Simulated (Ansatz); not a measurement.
Data sheet: C (DFT)

C:
```
CELL_PARAMETERS angstrom
      1.25381     0.72389     6.22475
     -1.25381     0.72389     6.22475
      0.00000    -1.44777     6.22475
ATOMIC_POSITIONS crystal
  C  0.73564 0.73564 0.73564
  C  0.81936 0.81936 0.81936
  C  0.18064 0.18064 0.18064
  C  0.26436 0.26436 0.26436
  C  0.95880 0.95880 0.95880
  C  0.04120 0.04120 0.04120
```

Space group R-3m (No. 166); conventional cell a = 2.508 Å, b = 2.508 Å, c = 18.674 Å, α = 90.00°, β = 90.00°, γ = 120.00°.

Method: plane-wave PAW r²SCAN (Ansatz code). The cell and atoms are relaxed at this level. Other levels are named where they apply.

**Cell and energy**

Volume per atom: 5.65 Å³
Density: 3.53 g/cm³

**Electronic structure**

Band gap: 4.71 eV (indirect)
Valence-band maximum: at Γ
Conduction-band minimum: off the standard path, at k = (0.203, -0.443, -0.443)
Smallest direct gap on the standard path: 5.46 eV
Electron effective mass: 0.21, 0.77, 1.9 mₑ (principal values)
Hole effective mass, band 1 of 2 at the edge: 0.62 along x, 0.65 along z (mₑ)
Hole effective mass, band 2 of 2 at the edge: 0.25 along x, 0.65 along z (mₑ)
HSE06 gap on the r²SCAN cell: 5.68 eV

**Mechanics**

* **Bulk modulus (Birch–Murnaghan fit)**: 450 GPa
* **Pressure derivative B′**: 3.7
* **Elastic constants (relaxed ions, GPa)**: C11 = 1230, C12 = 92.8, C13 = 24.2, C14 = 15.0, C33 = 1310, C44 = 499
* **Mechanical stability**: stable (all eigenvalues of C positive)
* **Hill bulk and shear moduli**: 450 and 552 GPa
* **Young's modulus**: 1180 GPa
* **Poisson's ratio**: 0.06
* **Debye temperature from the elastic constants**: 2280 K

The start of the workflow was typed in or built on a structure type; the Crystallography Open Database files this formula in space group No. 166, but the cells were not matched. It is not the phase usual at ambient conditions (space group No. 194, 227). The cell was relaxed with r²SCAN under the symmetry of its start; its stability against distortions is not shown here.

Potentials: the earlier of the program's two PAW sets.
